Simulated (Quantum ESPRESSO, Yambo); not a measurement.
## G0W0 results for Ba2LuNbO6

```cif
data_Ba2LuNbO6
_chemical_formula_sum 'O6 Nb1 Ba2 Lu1'
_space_group_name_H-M_alt 'P 1'
_space_group_IT_number 1
_cell_length_a 5.94134
_cell_length_b 5.94134
_cell_length_c 5.94134
_cell_angle_alpha 60.000
_cell_angle_beta 60.000
_cell_angle_gamma 60.000
loop_
_space_group_symop_operation_xyz
  'x, y, z'
loop_
_atom_site_label
_atom_site_type_symbol
_atom_site_fract_x
_atom_site_fract_y
_atom_site_fract_z
_atom_site_occupancy
O1 O 0.75976 0.24024 0.75976 1
O2 O 0.24024 0.75976 0.24024 1
O3 O 0.75976 0.24024 0.24024 1
O4 O 0.24024 0.75976 0.75976 1
O5 O 0.75976 0.75976 0.24024 1
O6 O 0.24024 0.24024 0.75976 1
Nb1 Nb 0.00000 0.00000 0.00000 1
Ba1 Ba 0.75000 0.75000 0.75000 1
Ba2 Ba 0.25000 0.25000 0.25000 1
Lu1 Lu 0.50000 0.50000 0.50000 1
```

The geometry is that of Materials Project entry mp-12644, symmetrised and not relaxed again.

Starting point: PBEsol (pw.x of Quantum ESPRESSO, ONCV potentials, no spin-orbit coupling). G0W0 in Yambo: 2×2×2 Γ-centred k mesh, bands 3 to 232 and a 7 Ry block in the screening, 232 bands in G with the Bruneval-Gonze terminator, plasmon pole fitted at 27.2 eV.

```yaml
PBEsol gap along the band path: 2.83 eV
PBEsol gap between the mesh's edge points (Γ → Γ): 2.83 eV
G0W0 gap between the same points: 3.57 eV
```

```json
[
 {"k point": "Γ", "band": "VB", "E PBEsol (eV)": "0.00", "E QP (eV)": "0.26", "shift (eV)": "0.26", "Z": "0.79"},
 {"k point": "Γ", "band": "CB", "E PBEsol (eV)": "2.83", "E QP (eV)": "3.83", "shift (eV)": "1.00", "Z": "0.82"},
 {"k point": "L", "band": "VB", "E PBEsol (eV)": "-0.34", "E QP (eV)": "-0.31", "shift (eV)": "0.03", "Z": "0.78"},
 {"k point": "L", "band": "CB", "E PBEsol (eV)": "3.72", "E QP (eV)": "4.91", "shift (eV)": "1.20", "Z": "0.81"},
 {"k point": "X", "band": "VB", "E PBEsol (eV)": "-0.15", "E QP (eV)": "-0.61", "shift (eV)": "-0.46", "Z": "0.78"},
 {"k point": "X", "band": "CB", "E PBEsol (eV)": "2.87", "E QP (eV)": "3.96", "shift (eV)": "1.08", "Z": "0.82"}
]
```

Energies count from the PBEsol valence-band maximum.

Nearest settings tried, and what they do to the gap: 3 Ry block (113 vectors against 339): -64 meV. Not varied: bands in G, bands in W, mesh. So the settings aren't converged at that level. The k mesh is coarse.

Spin-orbit splittings are left out. The 4f states are in the valence at their DFT position.

The structure is a Materials Project entry; no match was found in the copy of COD used, and its stability was not checked.
